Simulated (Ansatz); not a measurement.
Relaxed-ion elastic tensor of NaHg2 in space group P6/mmm (No. 191; Hg on 2d, Na on 1a) in GPa (Voigt order), PBEsol in the plane-wave PAW code Ansatz; density 10.05 g/cm³, 23.36 Å³ per atom.

```
64.7  33.4  17.5   0.0   0.0   0.0
33.4  64.7  17.5   0.0   0.0   0.0
17.5  17.5  42.0   0.0   0.0   0.0
 0.0   0.0   0.0  10.2   0.0   0.0
 0.0   0.0   0.0   0.0  10.2   0.0
 0.0   0.0   0.0   0.0   0.0  15.6
```

**Question.** Is the crystal mechanically stable?

**Answer.** Yes: the smallest eigenvalue of C is 10.2 GPa.

**Question.** Work out the Voigt, Reuss and Hill averages.

**Answer.** K_V = 34.2, K_R = 31.3, K_H = 32.8; G_V = 14.1, G_R = 13.1, G_H = 13.6 GPa.

**Question.** Give Young's modulus, Poisson's ratio, Pugh's ratio and the universal anisotropy index.

**Answer.** E = 9KG/(3K + G) = 35.8 GPa; ν = 0.32; K/G = 2.41 (ductile by the Pugh limit of 1.75); A_U = 5G_V/G_R + K_V/K_R − 6 = 0.47.

**Question.** Estimate the sound speeds and the Debye temperature.

**Answer.** v_l = √((K + 4G/3)/ρ) = 2250 m/s, v_t = √(G/ρ) = 1160 m/s, mean 1300 m/s; Θ = (h/k)(3n/4πV)^(1/3) v_m = 136 K.

**Question.** Solve the Christoffel equation for the three sound speeds along x, y, z.

**Answer.** Eigenvalues of C_ijkl n_j n_l equal ρv². In km/s, slowest first: x 1.01, 1.25, 2.54; y 1.01, 1.25, 2.54; z 1.01, 1.01, 2.05.

**Question.** How much does each axis shrink under pressure?

**Answer.** Linear compressibilities β_i = Σ_j S_ij (j = 1 to 3): x 7.0, y 7.0, z 18 per TPa.

The workflow started from an entry of the Crystallography Open Database (COD). Its standing as an ambient phase is unchecked. The cell keeps a stress of up to 0.2 GPa. Symmetry was held in the PBEsol relaxation; of distortions, only those at the zone centre were tested. As this level gives no gap, shear constants depend on the k-mesh and smearing (Fermi–Dirac, 0.1 eV here). Spin–orbit coupling is left out wherever it is not named.

Potentials: the later of the program's two PAW sets.
